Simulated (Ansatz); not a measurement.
**Data sheet: CaO (DFT)**

CaO:
```
CaO
1.0
    3.98124     0.00000     0.00000
   -1.99062     3.44786     0.00000
    0.00000     0.00000     4.76953
Ca O
2 2
Direct
  0.33333   0.66667   0.75000
  0.66667   0.33333   0.25000
  0.33333   0.66667   0.25000
  0.66667   0.33333   0.75000
```

Space group P6_3/mmc (No. 194); conventional cell a = b = 3.981 Å, c = 4.770 Å, α = β = 90.00°, γ = 120.00°.

Method: plane-wave PAW r²SCAN (Ansatz code). Geometry: relaxed at this level of theory. Other levels are named where they apply.

**Cell and energy**

```
Quantity                                                      Result
-----------------------------------------------------  -------------
Volume per atom                                             16.37 Å³
Density                                                   2.84 g/cm³
Formation energy from the elements (no fitted shifts)  -3.10 eV/atom
```

**Electronic structure**

```
Quantity                                                      Result
----------------------------  --------------------------------------
Band gap                                            3.63 eV (direct)
Valence-band maximum                                            at Γ
Conduction-band minimum                                         at Γ
Electron effective mass       0.40, 0.40, 0.57 mₑ (principal values)
Hole effective mass             0.38, 2.9, 2.9 mₑ (principal values)
HSE06 gap on the r²SCAN cell                                 4.58 eV
```

**Mechanics**

```
Quantity                                                                                        Result
--------------------------------------------  --------------------------------------------------------
Bulk modulus (Birch–Murnaghan fit)                                                            93.6 GPa
Pressure derivative B′                                                                             4.2
Elastic constants (relaxed ions, GPa)         C11 = 125, C12 = 96.5, C13 = 50.0, C33 = 207, C44 = 63.7
Mechanical stability                                            stable (all eigenvalues of C positive)
Hill bulk and shear moduli                                                           94.0 and 36.1 GPa
Young's modulus                                                                               96.0 GPa
Poisson's ratio                                                                                   0.33
Debye temperature from the elastic constants                                                     468 K
```

**Dielectric response**

```
Quantity                                                                      Value
--------------------------------------------------------  -------------------------
Electronic dielectric constant ε∞ (DFPT)                  3.13 (xx = yy), 3.18 (zz)
Static dielectric constant ε0 (ions relaxed, cell fixed)  6.88 (xx = yy), 11.9 (zz)
Born charges (a third of the trace)                             Ca +2.15, O -2.15 e
```

**Phonons**

```
Item                                                                 Value
--------------------------------------------------  ----------------------
Highest zone-centre frequency (without LO–TO term)                384 cm⁻¹
Zone-centre stability                               no imaginary mode at Γ
```

**Charges**

```
Property                    Result
-------------  -------------------
Bader charges  Ca +1.52, O -1.52 e
```

The first step of the workflow began from a Materials Project structure, measured or hypothetical; the Crystallography Open Database copy checked does not list it. It is not the phase usual at ambient conditions (space group No. 225). The r²SCAN relaxation kept the symmetry of its start. The references are the lowest solids computed at this level, not always the standard phases (solids in place of the gases).

Potentials: the later of the program's two PAW sets.
